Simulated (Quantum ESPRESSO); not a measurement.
# PtSn3Re3Ta: finding a planted mistake in a log

A calculation, not a measurement. The program is pw.x of Quantum ESPRESSO 7.5 (plane-wave density functional theory). The cell is made up: eight metal atoms on a face-centred cubic lattice, with elements, volume, strain and displacements drawn at random and not relaxed, so it may be unstable or far from any real phase. PseudoDojo standard norm-conserving files set the functional (PBE unless stated); there is no spin polarisation or spin-orbit coupling, the Fermi-Dirac width of 0.25 eV means electrons at about 2900 K, and the masses in the input are unused placeholders. The tin pseudopotential is less sure than most, with forces differing by about three percent from a second method on plain tin. Heavy elements are run without spin-orbit coupling, which real alloys of them have. A spin test at this wide smearing found no moment, but such smearing suppresses magnetism that the real alloy may have.

Intended input:

```
&control calculation='scf', pseudo_dir='./dojo.nc.sr.pbe.v0_5.standard.upf', outdir='./o', disk_io='minimal', tprnfor=.true., tstress=.true. /
&system ibrav=0, nat=8, ntyp=4, nbnd=73, ecutwfc=84.00895049, nosym=.true., tot_charge=0,
 occupations='smearing', smearing='fd', degauss=0.0183746611
/
&electrons conv_thr=1.470e-08, electron_maxstep=70, mixing_beta=0.5 /
ATOMIC_SPECIES
Pt 1.0 Pt.upf
Re 1.0 Re.upf
Sn 1.0 Sn.upf
Ta 1.0 Ta.upf
CELL_PARAMETERS angstrom
2.1595 4.185 2.1391
-0.0004 4.2074 -4.3224
-4.2939 4.1842 -0.0236
ATOMIC_POSITIONS angstrom
Pt 0.0703 0.0074 0.0418
Sn -2.1281 2.1953 -0.1101
Sn -0.0045 2.003 -2.1719
Re -2.1145 4.1623 -2.2206
Re -0.0719 4.1875 -0.0756
Re -2.0949 6.2032 -0.0563
Sn -0.0581 6.2566 -2.2699
Ta -2.0655 8.4255 -2.1502
K_POINTS automatic
5 5 5 1 1 1
```

The log is shortened where brackets say so; the opening notice, blank lines, dates and the lines on written files are dropped, and the path of the files is cut. It prints rydbergs, bohrs and kilobars, and counts compression as positive stress. Its total energy is the free energy E - TS of the whole cell.

Log of the intended run:

```
     Program PWSCF v.7.5
     Parallel version (MPI & OpenMP), running on       4 processor cores
     Number of MPI processes:                 4
     Threads/MPI process:                     1
     [start-up lines left out]
     bravais-lattice index     =            0
     lattice parameter (alat)  =       9.7744  a.u.
     unit-cell volume          =    1047.0508 (a.u.)^3
     number of atoms/cell      =            8
     number of atomic types    =            4
     number of electrons       =       118.00
     number of Kohn-Sham states=           73
     kinetic-energy cutoff     =      84.0090  Ry
     charge density cutoff     =     336.0358  Ry
     scf convergence threshold =      1.5E-08
     mixing beta               =       0.5000
     number of iterations used =            8  plain     mixing
     Exchange-correlation= PBE
                           (   1   4   3   4   0   0   0)
     [axes and pseudopotential details left out]
   Cartesian axes
     site n.     atom                  positions (alat units)
         1        Pt     tau(   1) = (   0.0135914   0.0014307   0.0080814  )
         2        Sn     tau(   2) = (  -0.4114361   0.4244282  -0.0212862  )
         3        Sn     tau(   3) = (  -0.0008700   0.3872499  -0.4199042  )
         4        Re     tau(   4) = (  -0.4088068   0.8047181  -0.4293196  )
         5        Re     tau(   5) = (  -0.0139008   0.8095901  -0.0146161  )
         6        Re     tau(   6) = (  -0.4050174   1.1992954  -0.0108848  )
         7        Sn     tau(   7) = (  -0.0112328   1.2096195  -0.4388510  )
         8        Ta     tau(   8) = (  -0.3993334   1.6289437  -0.4157088  )
     number of k points=    63  Fermi-Dirac smearing, width (Ry)=  0.0184
                       cart. coord. in units 2pi/alat
        k(    1) = (  -0.0001787   0.1234360   0.0004877), wk =   0.0320000
        k(    2) = (  -0.1807905   0.1856642   0.0610769), wk =   0.0320000
     [further k points left out]
     Dense  grid:   108909 G-vectors     FFT dimensions: (  60,  72,  72)
     Estimated max dynamical RAM per process >     454.89 MB
     Estimated total dynamical RAM >       1.70 GB
     Initial potential from superposition of free atoms
     starting charge     117.9934, renormalised to     118.0000
     Starting wfcs are   77 randomized atomic wfcs
     total cpu time spent up to now is       14.3 secs
     per-process dynamical memory:   361.4 Mb
     Self-consistent Calculation
     iteration #  1     ecut=    84.01 Ry     beta= 0.50
     Davidson diagonalization with overlap
     ethr =  1.00E-02,  avg # of iterations =  3.1
     Threshold (ethr) on eigenvalues was too large:
     Diagonalizing with lowered threshold
     Davidson diagonalization with overlap
     ethr =  9.28E-04,  avg # of iterations =  1.2
     total cpu time spent up to now is       84.8 secs
     total energy              =   -1384.12121627 Ry
     estimated scf accuracy    <       1.11782500 Ry
     iteration #  2     ecut=    84.01 Ry     beta= 0.50
     Davidson diagonalization with overlap
     ethr =  9.47E-04,  avg # of iterations =  3.1
     total cpu time spent up to now is      129.6 secs
     total energy              =   -1384.10230652 Ry
     estimated scf accuracy    <       6.74835322 Ry
     [iterations 3 to 15 left out]
     iteration # 16     ecut=    84.01 Ry     beta= 0.50
     Davidson diagonalization with overlap
     ethr =  3.17E-11,  avg # of iterations =  1.9
     total cpu time spent up to now is      710.5 secs
     total energy              =   -1384.73630705 Ry
     estimated scf accuracy    <       0.00000002 Ry
     iteration # 17     ecut=    84.01 Ry     beta= 0.50
     Davidson diagonalization with overlap
     ethr =  1.48E-11,  avg # of iterations =  1.0
     total cpu time spent up to now is      746.7 secs
     End of self-consistent calculation
     [lines on levels left out]
!    total energy              =   -1384.73630705 Ry
     estimated scf accuracy    <          4.8E-09 Ry
     smearing contrib. (-TS)   =      -0.11869980 Ry
     internal energy E=F+TS    =   -1384.61760725 Ry
     The total energy is F=E-TS. E is the sum of the following terms:
     one-electron contribution =    -301.61055409 Ry
     hartree contribution      =     222.39145206 Ry
     xc contribution           =    -312.92070965 Ry
     ewald contribution        =    -992.47779556 Ry
     convergence has been achieved in  17 iterations
     Forces acting on atoms (cartesian axes, Ry/au):
     atom    1 type  1   force =     0.00396331   -0.00894048   -0.01255714
     atom    2 type  3   force =    -0.03886731   -0.01618802   -0.02612009
     atom    3 type  3   force =     0.02933018    0.01765666    0.03823624
     atom    4 type  2   force =    -0.02595019    0.01421378    0.01635889
     atom    5 type  2   force =    -0.00891660   -0.00414643   -0.00825633
     atom    6 type  2   force =     0.01314614    0.00095832   -0.01362201
     atom    7 type  3   force =     0.02855366    0.00451450    0.00555912
     atom    8 type  4   force =    -0.00125919   -0.00806834    0.00040132
     Total force =     0.089123     Total SCF correction =     0.000088
     Computing stress (Cartesian axis) and pressure
          total   stress  (Ry/bohr**3)                   (kbar)     P=     -132.59
  -0.00083752   0.00001159  -0.00000232         -123.20        1.70       -0.34
   0.00001159  -0.00095101   0.00010397            1.70     -139.90       15.29
  -0.00000232   0.00010397  -0.00091537           -0.34       15.29     -134.66
     init_run     :     13.19s CPU     13.67s WALL (       1 calls)
     electrons    :    721.06s CPU    732.40s WALL (       1 calls)
     forces       :      4.59s CPU      4.61s WALL (       1 calls)
     stress       :     19.18s CPU     19.58s WALL (       1 calls)
     [timing details left out]
     PWSCF        :  12m38.77s CPU  12m51.04s WALL
     JOB DONE.
```

A second run was made from an input with one planted mistake. Its log:

```
     Program PWSCF v.7.5
     Parallel version (MPI & OpenMP), running on       4 processor cores
     Number of MPI processes:                 4
     Threads/MPI process:                     1
     [start-up lines left out]
     bravais-lattice index     =            0
     lattice parameter (alat)  =       9.7744  a.u.
     unit-cell volume          =    1047.0508 (a.u.)^3
     number of atoms/cell      =            8
     number of atomic types    =            4
     number of electrons       =       118.00
     number of Kohn-Sham states=           73
     kinetic-energy cutoff     =      84.0090  Ry
     charge density cutoff     =     336.0358  Ry
     scf convergence threshold =      1.5E-08
     mixing beta               =       0.5000
     number of iterations used =            8  plain     mixing
     Exchange-correlation= PBE
                           (   1   4   3   4   0   0   0)
     [axes and pseudopotential details left out]
   Cartesian axes
     site n.     atom                  positions (alat units)
         1        Pt     tau(   1) = (   0.0135914   0.0014307   0.0080814  )
         2        Sn     tau(   2) = (  -0.4114361   0.4244282  -0.0212862  )
         3        Sn     tau(   3) = (  -0.0008700   0.3872499  -0.4199042  )
         4        Sn     tau(   4) = (  -0.4088068   0.8047181  -0.4293196  )
         5        Re     tau(   5) = (  -0.0139008   0.8095901  -0.0146161  )
         6        Re     tau(   6) = (  -0.4050174   1.1992954  -0.0108848  )
         7        Re     tau(   7) = (  -0.0112328   1.2096195  -0.4388510  )
         8        Ta     tau(   8) = (  -0.3993334   1.6289437  -0.4157088  )
     number of k points=    63  Fermi-Dirac smearing, width (Ry)=  0.0184
                       cart. coord. in units 2pi/alat
        k(    1) = (  -0.0001787   0.1234360   0.0004877), wk =   0.0320000
        k(    2) = (  -0.1807905   0.1856642   0.0610769), wk =   0.0320000
     [further k points left out]
     Dense  grid:   108909 G-vectors     FFT dimensions: (  60,  72,  72)
     Estimated max dynamical RAM per process >     454.89 MB
     Estimated total dynamical RAM >       1.70 GB
     Initial potential from superposition of free atoms
     starting charge     117.9934, renormalised to     118.0000
     Starting wfcs are   77 randomized atomic wfcs
     total cpu time spent up to now is        6.8 secs
     per-process dynamical memory:   362.1 Mb
     Self-consistent Calculation
     iteration #  1     ecut=    84.01 Ry     beta= 0.50
     Davidson diagonalization with overlap
     ethr =  1.00E-02,  avg # of iterations =  3.2
     Threshold (ethr) on eigenvalues was too large:
     Diagonalizing with lowered threshold
     Davidson diagonalization with overlap
     ethr =  9.73E-04,  avg # of iterations =  1.2
     total cpu time spent up to now is       34.6 secs
     total energy              =   -1384.08933257 Ry
     estimated scf accuracy    <       1.16645156 Ry
     iteration #  2     ecut=    84.01 Ry     beta= 0.50
     Davidson diagonalization with overlap
     ethr =  9.89E-04,  avg # of iterations =  3.5
     total cpu time spent up to now is       50.8 secs
     total energy              =   -1384.19312320 Ry
     estimated scf accuracy    <       5.59905372 Ry
     [iterations 3 to 15 left out]
     iteration # 16     ecut=    84.01 Ry     beta= 0.50
     Davidson diagonalization with overlap
     ethr =  5.20E-11,  avg # of iterations =  1.7
     total cpu time spent up to now is      241.6 secs
     total energy              =   -1384.72241161 Ry
     estimated scf accuracy    <       0.00000003 Ry
     iteration # 17     ecut=    84.01 Ry     beta= 0.50
     Davidson diagonalization with overlap
     ethr =  2.63E-11,  avg # of iterations =  1.0
     total cpu time spent up to now is      253.5 secs
     End of self-consistent calculation
     [lines on levels left out]
!    total energy              =   -1384.72241162 Ry
     estimated scf accuracy    <          5.7E-10 Ry
     smearing contrib. (-TS)   =      -0.11825146 Ry
     internal energy E=F+TS    =   -1384.60416016 Ry
     The total energy is F=E-TS. E is the sum of the following terms:
     one-electron contribution =    -301.02246620 Ry
     hartree contribution      =     221.91984390 Ry
     xc contribution           =    -312.86400810 Ry
     ewald contribution        =    -992.63752976 Ry
     convergence has been achieved in  17 iterations
     Forces acting on atoms (cartesian axes, Ry/au):
     atom    1 type  1   force =    -0.00214770   -0.00550276    0.00197787
     atom    2 type  3   force =    -0.00616081   -0.02789219    0.02387682
     atom    3 type  3   force =     0.00730883    0.01453513    0.01388271
     atom    4 type  3   force =     0.01301647    0.01865625   -0.01599253
     atom    5 type  2   force =     0.01786975   -0.00073374    0.01072401
     atom    6 type  2   force =    -0.01513701    0.00563007    0.00835886
     atom    7 type  2   force =     0.01618569    0.01540124   -0.01273589
     atom    8 type  4   force =    -0.03093522   -0.02009401   -0.03009184
     Total force =     0.079679     Total SCF correction =     0.000074
     Computing stress (Cartesian axis) and pressure
          total   stress  (Ry/bohr**3)                   (kbar)     P=     -123.34
  -0.00090774  -0.00010500  -0.00013076         -133.53      -15.45      -19.24
  -0.00010500  -0.00076644  -0.00008983          -15.45     -112.75      -13.22
  -0.00013076  -0.00008983  -0.00084123          -19.24      -13.22     -123.75
     init_run     :      6.51s CPU      6.73s WALL (       1 calls)
     electrons    :    242.14s CPU    246.66s WALL (       1 calls)
     forces       :      2.75s CPU      2.76s WALL (       1 calls)
     stress       :      9.45s CPU      9.63s WALL (       1 calls)
     [timing details left out]
     PWSCF        :   4m20.93s CPU   4m25.87s WALL
     JOB DONE.
```

Question: the log repeats what the program read. Compare it with the intended run: what was wrong in the second input?

Answer: two atoms have their elements exchanged. The input lines that differ:

```
- Re -2.1145 4.1623 -2.2206
+ Sn -2.1145 4.1623 -2.2206
- Sn -0.0581 6.2566 -2.2699
+ Re -0.0581 6.2566 -2.2699
```

```
                                            intended run  run with the mistake
                          free energy (eV)    -18840.297            -18840.108
         entropy term -TS, part of it (eV)        -1.615                -1.609
                            pressure (GPa)        -13.26                -12.33
size of the largest force component (eV/Å)         0.999                 0.795
largest change of a force component (eV/Å)                               1.285
                                iterations            17                    17
```

For scale, a rerun of the intended cell at a higher cutoff and on a denser mesh moved values by no more than 0.006 eV in energy, 0.02 GPa in stress and 0.004 eV/Å in force, and a second program with other atomic files agreed on that cell to 2 % rms in force and 0.5 GPa in pressure.